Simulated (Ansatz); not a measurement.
**Na2TlHgF6: what symmetry allows forces and stress to be**

```
CELL_PARAMETERS angstrom
-0.04578 4.41931 4.68338
4.66210 0.00000 4.63760
4.70788 4.41931 -0.04578
ATOMIC_POSITIONS crystal
Na 0.73982 0.74831 0.75372
Na 0.24628 0.24185 0.26018
Tl 0.99017 0.99429 0.00983
Hg 0.50434 0.50767 0.49566
F 0.75228 0.23778 0.24772
F 0.26081 0.22490 0.73919
F 0.25559 0.75887 0.74441
F 0.23816 0.76819 0.25650
F 0.74350 0.26286 0.76184
F 0.76906 0.75528 0.23094
```

Theory: Ansatz 0.2.0, DFT PBE, scalar-relativistic, plane waves, PAW.

Settings: cutoff 420 eV, Γ-centred mesh 6×6×6 on the computed 10-atom cell, Gaussian smearing of 0.10 eV; no spin polarisation.

This distorted cell has space group Cm, with 2 operations.

Without a calculation: in which directions can each atom feel a force?

A force must be left unchanged by every operation that keeps its atom in place, so it lies in the space that those operations leave fixed. Atoms that the group maps onto each other feel forces of one size.
```tsv
atom	site symmetry	operations at the site	equivalent to atom	allowed force (Cartesian)
Na1	1	1	1	any direction
Na2	1	1	1	any direction
Tl3	m	2	3	in the plane normal to (0.00, 1.00, 0.00)
Hg4	m	2	4	in the plane normal to (0.00, 1.00, 0.00)
F5	m	2	5	in the plane normal to (0.00, 1.00, 0.00)
F6	m	2	6	in the plane normal to (0.00, 1.00, 0.00)
F7	m	2	7	in the plane normal to (0.00, 1.00, 0.00)
F8	1	1	8	any direction
F9	1	1	8	any direction
F10	m	2	10	in the plane normal to (0.00, 1.00, 0.00)
```

That leaves 18 independent force components of 30, tied by 2 conditions that the forces sum to zero, so 16 remain. A relaxation in this cell that keeps the symmetry moves the atoms in these directions alone.

And the stress tensor?

It must be invariant under the point group, which leaves 4 independent components: yz, xy vanish.

Do the computed values obey this?

Yes. Forces (eV/Å):
```
Na1  0.038 -0.128 -0.066
Na2  0.038  0.128 -0.066
Tl3 -0.404  0.000  1.273
Hg4 -0.176  0.000 -0.405
F5   0.382  0.000  0.061
F6   0.000  0.000  0.081
F7   0.169  0.000 -0.020
F8   0.041  0.405  0.067
F9   0.041 -0.405  0.067
F10 -0.130  0.000 -0.992
```

Stress (GPa, compression positive, xx yy zz yz xz xy): -1.06 2.97 0.02 0.00 0.25 0.00. The program imposes the same operations on density, forces and stress, so this confirms the analysis and is no independent test of the calculation.

Spin–orbit coupling is left out, which can shift energies with elements as heavy as these. The cell has an odd number of electrons and was run without spin polarisation, which forces a half-filled band: energy, forces and stress belong to that artificial state.